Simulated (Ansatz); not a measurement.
TiSb (NiAs type, P6_3/mmc) under volume change, plane-wave PAW r²SCAN (Ansatz code), shape and atoms relaxed at each volume.

```json
[
 {"V (Å³/atom)": "20.046", "E − E(relaxed) (meV/atom)": "62.8", "P (GPa)": "10.99"},
 {"V (Å³/atom)": "20.707", "E − E(relaxed) (meV/atom)": "26.4", "P (GPa)": "6.75"},
 {"V (Å³/atom)": "21.368", "E − E(relaxed) (meV/atom)": "6.2", "P (GPa)": "3.11"},
 {"V (Å³/atom)": "22.029", "E − E(relaxed) (meV/atom)": "0.0", "P (GPa)": "-0.01"},
 {"V (Å³/atom)": "22.690", "E − E(relaxed) (meV/atom)": "5.7", "P (GPa)": "-2.67"},
 {"V (Å³/atom)": "23.351", "E − E(relaxed) (meV/atom)": "21.5", "P (GPa)": "-4.95"},
 {"V (Å³/atom)": "24.011", "E − E(relaxed) (meV/atom)": "46.0", "P (GPa)": "-6.89"}
]
```

What does a third-order Birch–Murnaghan fit give for V₀, B₀ and B′?

V₀ = 22.03 Å³/atom, B₀ = 95.7 GPa, B′ = 4.2.

The workflow started from an entry of the Crystallography Open Database (COD). Whether it is the stable phase at ambient conditions was not checked. The r²SCAN relaxation kept the symmetry of its start; whether a distortion lowers the energy is not shown. The run is not spin-polarised. Spin–orbit coupling is left out wherever it is not named.

Potentials: the later of the program's two PAW sets.
